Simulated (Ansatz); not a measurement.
TiN (rock salt, space group No. 225) under volume change, PBE in the plane-wave PAW code Ansatz, scaled uniformly.

```json
[
 {"V (Å³/atom)": "8.711", "E − E(relaxed) (meV/atom)": "79.2", "P (GPa)": "31.95"},
 {"V (Å³/atom)": "8.998", "E − E(relaxed) (meV/atom)": "…", "P (GPa)": "…"},
 {"V (Å³/atom)": "9.285", "E − E(relaxed) (meV/atom)": "7.9", "P (GPa)": "9.03"},
 {"V (Å³/atom)": "9.573", "E − E(relaxed) (meV/atom)": "0.0", "P (GPa)": "0.03"},
 {"V (Å³/atom)": "9.860", "E − E(relaxed) (meV/atom)": "7.0", "P (GPa)": "-7.66"},
 {"V (Å³/atom)": "10.147", "E − E(relaxed) (meV/atom)": "…", "P (GPa)": "…"},
 {"V (Å³/atom)": "10.434", "E − E(relaxed) (meV/atom)": "57.5", "P (GPa)": "-19.84"}
]
```

Task: What belongs in the gaps?

Result: 
- 10.147, E − E(relaxed) (meV/atom): 26.8
- 10.147, P (GPa): -14.23
- 8.998, E − E(relaxed) (meV/atom): 33.3
- 8.998, P (GPa): 19.58

Task: What does a third-order Birch–Murnaghan fit give for V₀, B₀ and B′?

Result: V₀ = 9.57 Å³/atom, B₀ = 277 GPa, B′ = 4.3.

Space group Fm-3m (rock salt). The PBE relaxation kept the symmetry of its start. No spin polarisation was allowed.

Potentials: the later of the program's two PAW sets.
